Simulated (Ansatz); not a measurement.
Molecular dynamics on a 2×2×1 supercell (16 atoms) of AgTlS₂ (ordering on zincblende), relaxed with r2SCAN. Forces come from PBEsol in the plane-wave code Ansatz: Langevin thermostat and barostat (NPT), 800 K, steps of 3 fs. Spin polarisation is off, nuclei are classical, and the run is far too short for thermal averages. The structure comes from a prototype and may be hypothetical.

```yaml
crystal:
  lattice:
    - [8.2768832357, 0.0, 0.0]
    - [0.0, 8.2768832357, 0.0]
    - [0.0, 0.0, 6.0023381934]
  atoms:
    - { symbol: Ag, position: [0.0, 0.0, 0.0] }
    - { symbol: S, position: [0.0, 0.25, 0.244582852] }
    - { symbol: Tl, position: [0.25, 0.25, 0.5] }
    - { symbol: S, position: [0.25, 0.0, 0.755417148] }
    - { symbol: Ag, position: [0.0, 0.5, 0.0] }
    - { symbol: S, position: [0.0, 0.75, 0.244582852] }
    - { symbol: Tl, position: [0.25, 0.75, 0.5] }
    - { symbol: S, position: [0.25, 0.5, 0.755417148] }
    - { symbol: Ag, position: [0.5, 0.0, 0.0] }
    - { symbol: S, position: [0.5, 0.25, 0.244582852] }
    - { symbol: Tl, position: [0.75, 0.25, 0.5] }
    - { symbol: S, position: [0.75, 0.0, 0.755417148] }
    - { symbol: Ag, position: [0.5, 0.5, 0.0] }
    - { symbol: S, position: [0.5, 0.75, 0.244582852] }
    - { symbol: Tl, position: [0.75, 0.75, 0.5] }
    - { symbol: S, position: [0.75, 0.5, 0.755417148] }
kpoints:
  mp_grid: { grid: [2, 2, 2] }
hamiltonian:
  xc: pbesol
scf:
  occupations: { method: fermi_dirac, width: 0.069 }
md:
  ensemble: npt_langevin
  temperature: 800
  timestep: 3.0
  n_steps: 40
  initial_velocities: maxwell_boltzmann
  seed: 9960
```

Run as `ansatz run input.yaml --threads 4 --pin off --max-ram 3686MiB --backend cpu --events-out ev --progress --plain --runs-dir out`. Wall time 4 min on 4 threads of Arm Neoverse V1, with other jobs on the host; peak host memory 1.5 GiB.

```
step  t (fs)  T (K)  free energy F from step 0 (meV/atom)  kinetic energy (meV/atom)  pressure (GPa)  volume (Å³/atom)  largest force (eV/Å)
   0       0    750                                   0.0                       96.9           -1.01             25.70                  0.26
   1       3    820                                   0.6                      106.0           -0.98             25.70                  0.39
   2       6    823                                   3.5                      106.4           -0.96             25.71                  0.57
   3       9    921                                   8.0                      119.1           -0.86             25.73                  0.71
   4      12    863                                  13.8                      111.5           -0.83             25.74                  0.82
   5      15    807                                  20.9                      104.3           -0.74             25.74                  0.94
   6      18    640                                  28.7                       82.8           -0.71             25.74                  1.08
   7      21    608                                  36.4                       78.6           -0.60             25.74                  1.17
   8      24    595                                  44.3                       76.9           -0.48             25.74                  1.22
   9      27    488                                  51.8                       63.1           -0.42             25.74                  1.23
  10      30    383                                  58.7                       49.5           -0.38             25.74                  1.29
  11      33    318                                  65.1                       41.2           -0.34             25.75                  1.34
  12      36    309                                  70.4                       40.0           -0.27             25.75                  1.37
  13      39    295                                  73.6                       38.1           -0.26             25.75                  1.39
  14      42    305                                  75.2                       39.4           -0.26             25.77                  1.38
  15      45    272                                  75.8                       35.2           -0.30             25.77                  1.39
  16      48    276                                  75.1                       35.7           -0.33             25.77                  1.44
  17      51    305                                  72.9                       39.5           -0.33             25.75                  1.49
  18      54    322                                  69.6                       41.7           -0.35             25.73                  1.53
  19      57    373                                  65.5                       48.2           -0.37             25.70                  1.55
  20      60    387                                  60.9                       50.1           -0.42             25.67                  1.51
  21      63    446                                  56.4                       57.6           -0.46             25.66                  1.47
  22      66    471                                  52.3                       60.9           -0.52             25.65                  1.42
  23      69    574                                  48.2                       74.2           -0.55             25.65                  1.31
  24      72    542                                  44.7                       70.1           -0.62             25.66                  1.16
  25      75    563                                  42.0                       72.8           -0.64             25.66                  1.12
  26      78    556                                  39.7                       71.8           -0.66             25.66                  1.10
  27      81    582                                  38.2                       75.2           -0.67             25.68                  1.12
  28      84    602                                  37.9                       77.8           -0.66             25.70                  1.19
  29      87    616                                  39.1                       79.6           -0.62             25.72                  1.30
  30      90    670                                  41.9                       86.6           -0.54             25.74                  1.40
  31      93    676                                  46.2                       87.4           -0.44             25.76                  1.51
  32      96    604                                  51.5                       78.0           -0.37             25.77                  1.63
  33      99    543                                  56.3                       70.2           -0.32             25.79                  1.74
  34     102    507                                  59.8                       65.5           -0.29             25.81                  1.82
  35     105    520                                  61.9                       67.2           -0.25             25.83                  1.90
  36     108    504                                  63.8                       65.1           -0.25             25.85                  1.97
  37     111    518                                  66.0                       67.0           -0.22             25.87                  2.02
  38     114    525                                  68.4                       67.8           -0.20             25.88                  2.03
  39     117    431                                  70.3                       55.7           -0.26             25.90                  2.00
  40     120    470                                  71.5                       60.7           -0.27             25.92                  1.97
```

The temperature starts at 750 K, is lowest at step 15 (272 K, 45 fs) and ends at 470 K. The thermostat hasn't had time to restore it. The atoms start on their lattice sites with kinetic energy alone, so much of it first passes into potential energy.

Positions (Å) and forces (eV/Å) at step 40:
```
cell (Å): 8.301 0.000 0.000; 0.000 8.301 0.000; 0.000 0.000 6.019
Ag   0.357  -0.073   0.291    -0.211   0.137  -0.105
S   -0.004   2.142   1.633    -0.696  -1.158  -0.151
Tl   1.956   2.037   3.119     0.415   0.597   0.333
S    2.176  -0.036   4.526    -0.459  -0.111   0.290
Ag   0.147   3.998   0.246     0.077   0.256  -0.976
S    0.120   6.025   1.530    -1.065   0.763  -0.685
Tl   2.095   6.236   2.882     0.904  -0.271   1.186
S    2.162   4.193   4.673    -0.488  -0.020  -0.661
Ag   4.097   0.032  -0.048     0.574   0.170   0.019
S    4.124   2.225   1.536    -1.100  -0.729  -0.715
Tl   5.906   2.233   3.097     1.501  -0.829   0.969
S    6.284  -0.111   4.431     0.027   0.760   0.419
Ag   4.160   3.953  -0.069     0.440   0.593  -0.163
S    4.191   6.362   1.424    -0.201  -0.423  -0.465
Tl   6.177   6.161   2.906     0.317   0.089   0.633
S    6.361   4.164   4.652    -0.037   0.177   0.075
```
